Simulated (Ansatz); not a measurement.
H2O in its lowest state found on the top face of a (100) slab of Rh (Fm-3m (No. 225)), 4 planes, outer planes Rh (top) and Rh (bottom); 1 a cell of 28.78 Å², its atoms last:

```yaml
crystal:
  lattice:
    - [5.36480, 0.00000, 0.00000]
    - [0.00000, 5.36480, 0.00000]
    - [0.00000, 0.00000, 24.50462]
  atoms:
    - { symbol: Rh, position: [0.25000, 0.25000, 0.32647] }
    - { symbol: Rh, position: [0.25000, 0.75000, 0.32647] }
    - { symbol: Rh, position: [0.75000, 0.25000, 0.32647] }
    - { symbol: Rh, position: [0.75000, 0.75000, 0.32647] }
    - { symbol: Rh, position: [0.50000, 0.50000, 0.40387] }
    - { symbol: Rh, position: [0.50000, 0.00000, 0.40387] }
    - { symbol: Rh, position: [0.00000, 0.50000, 0.40387] }
    - { symbol: Rh, position: [0.00000, 0.00000, 0.40387] }
    - { symbol: Rh, position: [0.75135, 0.74832, 0.48187] }
    - { symbol: Rh, position: [0.75034, 0.25070, 0.48191] }
    - { symbol: Rh, position: [0.24874, 0.74838, 0.48187] }
    - { symbol: Rh, position: [0.24965, 0.25072, 0.48191] }
    - { symbol: Rh, position: [0.00000, 0.99949, 0.55608] }
    - { symbol: Rh, position: [0.99995, 0.50529, 0.56053] }
    - { symbol: Rh, position: [0.49998, 0.00199, 0.55781] }
    - { symbol: Rh, position: [0.50007, 0.50067, 0.55652] }
    - { symbol: O, position: [0.00133, 0.41557, 0.65207] }
    - { symbol: H, position: [0.14520, 0.30268, 0.65027] }
    - { symbol: H, position: [0.85714, 0.30305, 0.65074] }
```

These are results of DFT PBE+D3(BJ), scalar-relativistic, plane waves, PAW (Ansatz 0.2.0), not measurements. Settings: cutoff 420 eV, Γ-centred mesh 4×4×1 on the computed 19-atom cell, Gaussian smearing of 0.10 eV; no spin polarisation. The cell repeats along c with a dipole correction in the vacuum.

The clean top face has a work function of 5.12 eV. Adsorption changes the slab's dipole along +c by Δp = +0.1301 e·Å a cell (+0.62 D an adsorbate).

Problem. What change of work function does the Helmholtz equation give?

Solution. A sheet of dipoles makes a step in an electron's potential energy of −e·Δp/(ε0·A), and e/ε0 = 180.95 eV·Å for Δp in e·Å: −180.95 × (0.1301)/28.78 = -0.82 eV. This is the change of φ(top) − φ(bottom). If the bottom face is unmoved, φ(top) becomes 4.30 eV.

Problem. How does that compare with the calculation?

Solution. φ(top) changes by -0.79 eV and φ(bottom) by +0.03 eV, so their difference changes by -0.82 eV. The bottom face hardly moves.

Problem. What does the sign say about the electrons?

Solution. The change of dipole points out of the surface, so the work function falls. The molecule's own dipole can set this sign. Δp also holds the adsorbate's own dipole and the moves of the surface atoms, so it isn't a charge transfer alone.